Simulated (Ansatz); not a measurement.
TiOs (CsCl type, space group No. 221) under volume change, the program Ansatz at the LDA level (PAW), scaled uniformly.

```tsv
V (Å³/atom)	E − E(relaxed) (meV/atom)	P (GPa)
12.778	117.3	32.25
13.199	49.3	19.80
13.621	11.7	9.12
14.042	0.0	0.00
14.463	10.5	-7.78
14.884	39.9	-14.43
15.306	85.5	-20.09
```

**Question.** What does a third-order Birch–Murnaghan fit give for V₀, B₀ and B′?

**Answer.** V₀ = 14.04 Å³/atom, B₀ = 280 GPa, B′ = 4.2.

Space group Pm-3m (CsCl type). The workflow started from a Materials Project entry (that database holds measured and hypothetical structures alike); the Crystallography Open Database files this formula in space group No. 221, but the cells were not matched. Whether it is the stable phase at ambient conditions was not checked. The LDA relaxation kept the symmetry of its start; of distortions, only those at the zone centre were tested. No spin polarisation was allowed. Spin–orbit coupling is left out wherever it is not named.

Potentials: the later of the program's two PAW sets.
